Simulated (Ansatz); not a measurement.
BeS:
```cif
data_BeS
_chemical_formula_sum 'S1 Be1'
_space_group_name_H-M_alt 'P 1'
_space_group_IT_number 1
_cell_length_a 3.24552
_cell_length_b 3.24552
_cell_length_c 3.24552
_cell_angle_alpha 60.000
_cell_angle_beta 60.000
_cell_angle_gamma 60.000
loop_
_space_group_symop_operation_xyz
  'x, y, z'
loop_
_atom_site_label
_atom_site_type_symbol
_atom_site_fract_x
_atom_site_fract_y
_atom_site_fract_z
_atom_site_occupancy
S1 S 0.00000 0.00000 0.00000 1
Be1 Be 0.50000 0.50000 0.50000 1
```

Relaxed with PBEsol.

Question: Decompose the optical modes at the zone centre into irreducible representations, and say which are infrared and Raman allowed.

Answer: Point group m-3m: Γ_opt = T1u. Infrared: T1u. Raman: none.

Question: Assign frequencies (DFPT, PBEsol in the plane-wave PAW code Ansatz; without the LO–TO term).

Answer: T1u 185i cm⁻¹.

Space group Fm-3m (rock salt). The start of the workflow was typed in or built on a structure type; neither database checked (COD, Materials Project) lists it. COD files the formula under space group No. 216, so this cell is another polymorph or a model. Whether it is the stable phase at ambient conditions was not checked. The cell was relaxed with PBEsol under the symmetry of its start. At this level the phase is dynamically unstable (imaginary phonons).

Potentials: the later of the program's two PAW sets.
